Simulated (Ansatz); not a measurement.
Notes on YbSe

```yaml
crystal:
  lattice:
    - [0.00000, 2.98937, 2.98937]
    - [2.98937, 0.00000, 2.98937]
    - [2.98937, 2.98937, 0.00000]
  atoms:
    - { symbol: Yb, position: [0.50000, 0.50000, 0.50000] }
    - { symbol: Se, position: [0.00000, 0.00000, 0.00000] }
```

Method: LDA, no spin polarisation; PAW, plane waves to 420 eV, 7×7×7 Γ-centred mesh, gaussian occupations (width 0.0161 eV) (Ansatz 0.2.0), atoms fixed.

**Question.** How is the charge shared?

**Answer.** Bader charges in e: Yb +1.39, Se -1.39. In the mean Yb gives up most and Se takes most.

**Question.** What happens at the Fermi level?

**Answer.** It is a metal, with about 28 states/eV a cell as the mean within 0.25 eV of the Fermi level, mostly Yb f (98 %).

**Question.** What is the formation energy?

**Answer.** -1.93 eV an atom against the elements' usual phases (free molecules for gases, crystals otherwise, with no correction for O₂ or N₂), so it is bound against them; other compounds may still compete. Relaxing would lower it.

**Question.** What do density and ELF say about some of the short contacts?

**Answer.** Yb–Se at 2.99 Å: least valence density 0.19 e/Å³ and ELF 0.15 there. Both are smooth PAW fields, read partly inside the augmentation spheres.

**Question.** What does the stress say?

**Answer.** The pressure is -7.7 GPa (compression positive), so with the atoms held at these fractions the cell would first shrink.

Origin: a database entry at a rescaled volume. Caveats: no spin polarisation, so a magnetic state may lie lower; f levels without a U or exact exchange are poorly placed.
